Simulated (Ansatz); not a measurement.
In plane-wave PAW PBE (Ansatz code), As in the cubic phase (I4_132; As on 8a) relaxes to a = 6.992 Å. As has 3 nearest neighbours from 2.47 Å (trigonal planar).

Electronic character: metallic (no gap). Gap from PBE with spin–orbit coupling: none (metallic).

The bulk modulus is 30.5 GPa.

The start of the workflow was typed in or built on a structure type; neither database checked (COD, Materials Project) lists it. It is not the phase usual at ambient conditions (space group No. 166). Symmetry was held in the PBE relaxation; its stability against distortions is not shown here. The volume moved by 59 % from the start of the relaxation. Spin–orbit coupling is left out wherever it is not named.

Potentials: the earlier of the program's two PAW sets.
